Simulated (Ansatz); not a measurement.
LiNbO3:
```cif
data_Li2Nb2O6
_chemical_formula_sum 'Li2 Nb2 O6'
_space_group_name_H-M_alt 'P 1'
_space_group_IT_number 1
_cell_length_a 5.55042
_cell_length_b 5.55042
_cell_length_c 5.55042
_cell_angle_alpha 55.745
_cell_angle_beta 55.745
_cell_angle_gamma 55.745
loop_
_space_group_symop_operation_xyz
  'x, y, z'
loop_
_atom_site_label
_atom_site_type_symbol
_atom_site_fract_x
_atom_site_fract_y
_atom_site_fract_z
_atom_site_occupancy
Li1 Li 0.71932 0.71932 0.71932 1
Li2 Li 0.21932 0.21932 0.21932 1
Nb1 Nb 0.00044 0.00044 0.00044 1
Nb2 Nb 0.50044 0.50044 0.50044 1
O1 O 0.64282 0.89052 0.27980 1
O2 O 0.89052 0.27980 0.64282 1
O3 O 0.27980 0.64282 0.89052 1
O4 O 0.14282 0.77980 0.39052 1
O5 O 0.39052 0.14282 0.77980 1
O6 O 0.77980 0.39052 0.14282 1
```

Relaxed with PBE in the plane-wave PAW code Ansatz. Indices refer to the conventional cell of R3c, a = b = 5.190 Å, c = 14.017 Å, α = β = 90.00°, γ = 120.00°.

Q: Simulate the powder diffraction pattern (Ag Kα, λ = 0.560885 Å; lines above 1 %) up to 2θ = 30°.

A: Simulated powder pattern, Ag Kα, λ = 0.560885 Å (kinematic, ideal powder, no thermal factors, no anomalous dispersion; the 30 strongest lines at most, above 1 %, up to 2θ = 30°):

| 2θ (°) | d (Å) | I/Imax (%) | hkl |
|---|---|---|---|
| 8.50 | 3.783 | 100 | (0 1 -1 2) |
| 11.65 | 2.763 | 41 | (1 0 -1 4) |
| 12.41 | 2.595 | 24 | (1 1 -2 0) |
| 13.79 | 2.336 | 4.4 | (0006) |
| 14.20 | 2.268 | 8.4 | (1 1 -2 3) |
| 15.06 | 2.140 | 14 | (2 0 -2 2) |
| 17.05 | 1.892 | 22 | (0 2 -2 4) |
| 18.59 | 1.736 | 32 | (1 1 -2 6) |
| 19.56 | 1.651 | 19 | (1 2 -3 2) |
| 19.78 | 1.632 | 9.8 | (0 1 -1 8) |
| 21.14 | 1.529 | 18 | (2 1 -3 4) |
| 21.58 | 1.498 | 15 | (3 0 -3 0) |
| 23.42 | 1.382 | 6.8 | (2 0 -2 8) |
| 24.20 | 1.338 | 6.0 | (1 0 -1 10) |
| 24.25 | 1.335 | 1.1 | (1 1 -2 9) |
| 24.97 | 1.297 | 4.3 | (2 2 -4 0) |
| 25.70 | 1.261 | 5.6 | (3 0 -3 6)+(0 3 -3 6) |
| 26.42 | 1.227 | 9.5 | (3 1 -4 2) |
| 26.59 | 1.220 | 7.9 | (1 2 -3 8) |
| 27.28 | 1.189 | 3.6 | (0 2 -2 10) |
| 27.63 | 1.174 | 6.1 | (1 3 -4 4) |
| 27.78 | 1.168 | 1.2 | (0 0 0 12) |
| 28.63 | 1.134 | 7.3 | (2 2 -4 6) |
| 29.28 | 1.109 | 3.3 | (0 4 -4 2) |

Symmetry was held in the PBE relaxation. The run is not spin-polarised.

Potentials: the earlier of the program's two PAW sets.
